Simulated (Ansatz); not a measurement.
**Ionic part of the dielectric constant of BaH$_{2}$, mode by mode**

These are results of Ansatz 0.2.0, DFT LDA, scalar-relativistic, plane waves, PAW, not measurements. Cutoff 420 eV, 6×6×6 k-points (Γ-centred), fixed occupations. No spin polarisation. Phonons by linear response, acoustic sum rule imposed.

The structure is hexagonal, space group P6_3/mmc (No. 194). The conventional cell has a = 4.348 Å, b = 4.348 Å, c = 5.680 Å, α = 90.00°, β = 90.00°, γ = 120.00°. Ba (site symmetry -6m2) has 11 H at 2.51 to 2.88 Å as nearest neighbours. Around H (site symmetry -6m2) lie 5 Ba at 2.51 to 2.84 Å and 6 H at 2.88 Å. H (site symmetry -3m) has 8 H at 2.84 to 2.88 Å and 6 Ba at 2.88 Å as nearest neighbours.

Spin–orbit coupling is left out, which matters for heavy elements. The run warned that the force constants aren't converged on this k mesh, so the frequencies and all that is formed from them are rough.

The primitive cell has V = 92.98 Å³ and ε∞,xx = 5.902. Each polar mode adds Δε = (4.92064×10⁷/V)·S/ν² along x, with S its oscillator strength in e²/amu, ν in cm⁻¹ and V in Å³.

**Question.** From these modes, find each Δε and ε0,xx.
| ν (cm⁻¹) | S_xx (e²/amu) |
| --- | --- |
| 504.5 | 4.45 |
| 976.5 | 1.267 |

**Answer.**
```json
{"ν (cm⁻¹)": "504.5", "Δε": "9.25"}
{"ν (cm⁻¹)": "976.5", "Δε": "0.70"}
```

The sum is 9.955, so ε0,xx = 15.86; the run's tensor has 15.86.

**Question.** Where do the longitudinal modes lie for a wave vector along x?

**Answer.** At 751, 1076 cm⁻¹. The Lyddane–Sachs–Teller product Π(ν_LO/ν_TO)² = 2.69 matches ε0/ε∞ = 2.69.

Whether BaH2 exists in this form wasn't checked.

Cost: 1 run of about 31 core-minutes, on Intel Xeon Processor @ 2.50GHz (Skylake/Cascade Lake) (shared hosts).